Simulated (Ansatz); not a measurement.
# BaAs2Ru2: do energies and stresses tell the same story?

Level of theory: DFT PBEsol, scalar-relativistic, plane waves, PAW in Ansatz 0.2.0.

Plane waves to 420 eV, a k mesh through Γ of 12×12×12 on the computed 5-atom cell and Gaussian smearing (0.10 eV); no spin polarisation.

Relaxed cell: I4/mmm, a = 4.142 Å, b = 4.142 Å, c = 12.059 Å, α = 90.00°, β = 90.00°, γ = 90.00°, 5 atoms in the primitive cell. Whether it is the stable form of this composition wasn't checked.

Energies at zero smearing and pressures from the stress tensor, at volumes with shape and atoms relaxed:
| V (Å³/atom) | E − E(first) (meV/atom) | P (GPa) |
| --- | --- | --- |
| 19.450 | 0.00 | 5.62 |
| 20.071 | -15.76 | 2.60 |
| 20.692 | -20.67 | 0.00 |
| 21.313 | -16.27 | -2.23 |
| 21.934 | -3.94 | -4.11 |

Check P = −dE/dV between neighbouring volumes, and get the bulk modulus from the pressures alone.

With 1 eV/Å³ = 160.2 GPa:
```csv
middle V (Å³/atom),−ΔE/ΔV (GPa),mean P (GPa)
19.761,4.067,4.109
20.382,1.268,1.299
21.002,-1.134,-1.112
21.623,-3.183,-3.166
```

The two differ by 0.04 GPa at most. The mean of two end pressures misses the average over a step by about ΔV² P″/12, up to 0.04 GPa here; with that taken off 0.01 GPa remains. Around V = 20.692 Å³/atom, the two neighbours give B = −V ΔP/ΔV = 20.692 × 4.82 / 1.242 = 80.4 GPa, against B0 = 79.7 GPa from the Birch–Murnaghan fit of the energies.